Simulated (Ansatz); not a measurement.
**Bi2Te3 under strain: 209Bi NMR of the central transition**

Cell: a structure deposited in the COD, relaxed with PBE at fixed cell and then changed (z compressed by 3 %, ions relaxed).

```xyz
5
Lattice="2.1930 1.2661 9.8607 -2.1930 1.2661 9.8607 0.0000 -2.5323 9.8607" Properties=species:S:1:pos:R:3 pbc="T T T"
Bi    0.0000    0.0000   11.8564
Bi    0.0000    0.0000   17.7257
Te    0.0000    0.0000    0.0000
Te    0.0000    0.0000    6.1485
Te    0.0000    0.0000   23.4336
```

Atom numbers follow the list; atoms alike are taken as one site, whose name carries the number of the first.

Method: Kohn–Sham DFT in Ansatz, PBE, plane waves and PAW, scalar-relativistic, 420 eV cutoff, Γ-centred 12×12×12 k-points, Fermi–Dirac smearing 0.02 eV.

209Bi has I = 9/2 and Q = -516.0 mb (Pyykkö 2018); at 7.05 T its Larmor frequency is ν₀ = 49.1 MHz (from the bare nuclear moment; shielding lowers the observed one by a per cent or two). Only the quadrupole interaction is simulated: positions count from each site's isotropic chemical shift, and shift anisotropy, dipolar and J coupling are left out.

Problem. What does the 209Bi spectrum (static powder) show for each site?

Solution. 

```
site          first shell  C_Q (MHz)     η  P_Q (MHz)  δ_QIS (ppm)  breadth (kHz)
  Bi  6 Te at 3.06–3.22 Å      -30.1  0.00       30.1         -522            134
```

δ_QIS = −(ν_Q²/30ν₀²)[I(I+1) − 3/4](1 + η²/3) × 10⁶ ppm with ν_Q = 3|C_Q|/[2I(2I−1)]; it falls as 1/B₀² in ppm, and the breadth as 1/B₀ in kHz.

An axis of threefold or higher order runs through Bi, so V_zz lies along it and η is zero.

Spin–orbit coupling is left out, which shifts gradients on Bi by a few per cent in wide-gap crystals, and can shift them far more where the calculated gap is small or absent, as here. Newer work puts Q(²⁰⁹Bi) near −420 mb, which would lower these couplings by about a fifth. With a gap of 0.2 eV on this mesh, the gradients can still move by some per cent as the k-mesh gets denser.

The relaxation (4 steps) took 4.2 min of wall time (4.2 min of CPU time) and 1.4 GiB at its peak, on 1 thread of Intel Xeon Platinum 8259CL CPU @ 2.50GHz (Skylake/Cascade Lake) (x86_64; 16 cores open to the job, memory cap 3.0 GiB, no GPU), a shared host with a load of 0.5 a core.
